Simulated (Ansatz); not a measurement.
The elements of this relaxed trial crystal are hidden behind letters.

```
lattice vectors (Å)
   6.3023    0.0000    0.0000
   0.0000    6.3023    0.0000
   0.0000    0.0000    6.3023
fractional positions
X 0.2421 0.7579 0.2421
X 0.2421 0.2421 0.7579
X 0.7579 0.7579 0.7579
X 0.7579 0.2421 0.2421
Z 0.5000 0.5000 0.5000
Q 0.5000 0.0000 0.0000
Q 0.0000 0.0000 0.5000
Q 0.0000 0.5000 0.0000
```

Level of theory: Ansatz, DFT PBE, scalar-relativistic, plane waves, PAW. Cutoff 420 eV, Γ-centred 6×6×6 mesh (8-atom cell), Gaussian smearing of 0.10 eV, no spin polarisation.

- Space group: P-43m (No. 215)
- Conventional cell: a = 6.302 Å
- Volume per atom: 31.29 Å³
- Density: 5.35 g/cm³
- Energy over the elements: −0.20 eV/atom
- Gap on the 6×6×6 mesh of the 8-atom cell: 0 eV (the bands meet within 0.015 eV)

Energies are uncorrected and count from the elements' standard states at the same level.

Question: X is a p-block element of period 5, Z is a p-block element of period 5 and Q is a p-block element of period 4. Which elements are they?

Answer: X = In, Z = Sb, Q = As, so the formula is In4SbAs3. Density times volume gives a mean mass of 5.35 × 31.29/1.6605 = 100.8 u per atom, and this set has 100.7 u. Around In lie 3 As at 2.70 Å and 1 Sb at 2.82 Å; Sb has 4 In at 2.82 Å; around As lie 4 In at 2.70 Å. Other sets within the hints have nearly the same mass, so mass alone doesn't settle it; this one was computed.

Spin–orbit coupling, which can matter for Sb, is left out. The zero gap may come from the functional, which often closes small gaps. Symmetry constrained the relaxation, so the result can be a saddle point.
